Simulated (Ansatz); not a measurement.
LiTaO3 (LiNbO3 type, space group R3c)

```yaml
crystal:
  lattice:
    - [2.59549, 1.49851, 4.63811]
    - [-2.59549, 1.49851, 4.63811]
    - [0.00000, -2.99701, 4.63811]
  atoms:
    - { symbol: Li, position: [0.70591, 0.70591, 0.70591] }
    - { symbol: Li, position: [0.20591, 0.20591, 0.20591] }
    - { symbol: Ta, position: [0.98792, 0.98792, 0.98792] }
    - { symbol: Ta, position: [0.48792, 0.48792, 0.48792] }
    - { symbol: O, position: [0.62570, 0.86899, 0.26119] }
    - { symbol: O, position: [0.86899, 0.26119, 0.62570] }
    - { symbol: O, position: [0.26119, 0.62570, 0.86899] }
    - { symbol: O, position: [0.76119, 0.36899, 0.12570] }
    - { symbol: O, position: [0.36899, 0.12570, 0.76119] }
    - { symbol: O, position: [0.12570, 0.76119, 0.36899] }
```

The volume is varied about the relaxed value V₀ at fixed cell shape. The atoms relax within the cell's symmetry.

Method: PBE (plane waves to 420 eV, PAW, scalar-relativistic; Ansatz, a first-principles code). k mesh 8×8×8 (Γ-centred), Fermi-Dirac smearing 0.05 eV. Compression counts positive. LiTaO3 is run without spin polarisation. LiTaO3 was relaxed with its symmetry unable to fall. Spin-orbit coupling is left out, though Ta is heavy. The PAW data are Ansatz's earlier set.

At one point of the scan the stress tensor (GPa) is:

```
   -6.4      0.0      0.0
    0.0     -6.4      0.0
    0.0      0.0     -8.1
```

Task: Which point is it?
A) V/V₀ = 1.020
B) V/V₀ = 1.100
C) V/V₀ = 1.080
D) V/V₀ = 1.060

Result: C, V/V₀ = 1.080

(A scan under strain: stresses follow from slopes of the energy per volume, elastic moduli from its curvatures.)
